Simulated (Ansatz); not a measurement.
# Energy landscape of K

38 relaxations of K ended in 11 distinct structures. These are r2SCAN (plane waves to 500 eV, PAW, scalar-relativistic; Ansatz, a first-principles code) values and carry that method's errors.

```tsv
#	space group	Pearson	type	E − E(lowest) (eV/atom)	V (Å³/atom)	coordination	runs ending here
1	Fm-3m	cF4	fcc (Cu type)	0.00	76.88	K 12 (cuboctahedral)	7
2	Im-3m	cI2	bcc (W type)	0.00	76.32	K 8 (cubic)+6	16
3	Immm (nearly I4/mmm)	oI2	–	0.00	76.70	–	1
4	P6₃/mmc	hP2	hcp (Mg type)	0.00	76.90	K 12 (anticuboctahedral)	3
5	P6₃/mmc	hP4	AFLOW prototype A_hP4_194_ac (A3', as in La)	0.00	76.89	–	2
6	P6/mmm	hP3	–	0.01	76.93	–	1
7	Pm-3n	cP8	–	0.01	76.81	–	2
8	P2/m (nearly Pmmm)	mP4	–	0.03	77.36	–	1
9	I4₁/amd	tI4	AFLOW prototype A_tI4_141_a (A5, as in Sn)	0.07	77.86	–	1
10	Pm-3m	cP1	simple cubic type	0.11	79.59	K 6 (octahedral)	3
11	Fd-3m	cF8	diamond type	0.34	114.87	K 4 (tetrahedral)	1
```

Coordination numbers (neighbours up to the widest gap in distance over summed covalent radii, below 1.35; n+m marks a second, longer set). All are gapless at this level. Fm-3m, cF4, fcc (Cu type) is the lowest of the structures calculated here, level within the accuracy with Im-3m, cI2, bcc (W type); Immm (nearly I4/mmm), oI2; P6₃/mmc, hP2, hcp (Mg type).

```cif
data_K4
_chemical_formula_sum 'K4'
_space_group_name_H-M_alt 'Fm-3m'
_space_group_IT_number 225
_space_group_name_Hall '-F 4 2 3'
_cell_length_a 6.74986
_cell_length_b 6.74986
_cell_length_c 6.74986
_cell_angle_alpha 90.000
_cell_angle_beta 90.000
_cell_angle_gamma 90.000
loop_
_atom_site_label
_atom_site_type_symbol
_atom_site_symmetry_multiplicity
_atom_site_Wyckoff_symbol
_atom_site_fract_x
_atom_site_fract_y
_atom_site_fract_z
_atom_site_occupancy
K1 K 4 a 0.00000 0.00000 0.00000 1
```
(The calculation used a cell of 1 atom; values per cell refer to that cell.)

Probably no minimum, since a slightly shaken restart fell lower: P2/m (nearly Pmmm), mP4 (by 0.03 eV/atom, to C2/m); I4₁/amd, tI4, AFLOW prototype A_tI4_141_a (A5, as in Sn) (by 0.06 eV/atom, to C2/m); Pm-3m, cP1, simple cubic type (by 0.11 eV/atom, to I4/mmm); Fd-3m, cF8, diamond type (by 0.34 eV/atom, to C2/m). Each run could gain symmetry but not lose that of its start, so entries can be saddle points. From databases, or of a type measured for this composition: Im-3m, cI2, bcc (W type); the others are generated cells (placed on structure types, drawn at random, substituted or restacked) that were not matched to a known phase here. Static energies at zero pressure. No spin polarisation in the result.
